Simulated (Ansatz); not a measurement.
## Relaxing HfC in the rocksalt type

First guess:

```yaml
crystal:
  lattice:
    - [0.00000, 2.23228, 2.23228]
    - [2.23228, 0.00000, 2.23228]
    - [2.23228, 2.23228, 0.00000]
  atoms:
    - { symbol: Hf, position: [0.00000, 0.00000, 0.00000] }
    - { symbol: C, position: [0.50000, 0.50000, 0.50000] }
```

Theory: DFT, PBE, PAW with Ansatz's default frozen-core files, scalar-relativistic in Ansatz 0.2.0.

Cell and atoms relax within the symmetry of the start on a 16×16×16 k mesh with 0.05 eV Fermi–Dirac smearing.

The start is built from a prototype, known or not as a phase of this compound; the cutoff is 420 eV.

Spin–orbit coupling is left out, though it moves levels of the heavy atoms by tenths of an eV or more.

Question: What is the pressure of the first guess?

Answer: 36.6 GPa.

Question: What does it relax to?

Answer: a = 4.651 Å, b = 4.651 Å, c = 4.651 Å, α = 90.00°, β = 90.00°, γ = 90.00° (conventional cell), 12.58 Å³ per atom:
Space group Fm-3m (No. 225). a = 4.651 Å, b = 4.651 Å, c = 4.651 Å, α = 90.00°, β = 90.00°, γ = 90.00°
```csv
atom,site,symmetry,x,y,z
Hf,4a,m-3m,0.0000,0.0000,0.0000
C,4b,m-3m,0.5000,0.0000,0.0000
```

Question: How much energy does the relaxation release?

Answer: 150 meV/atom.
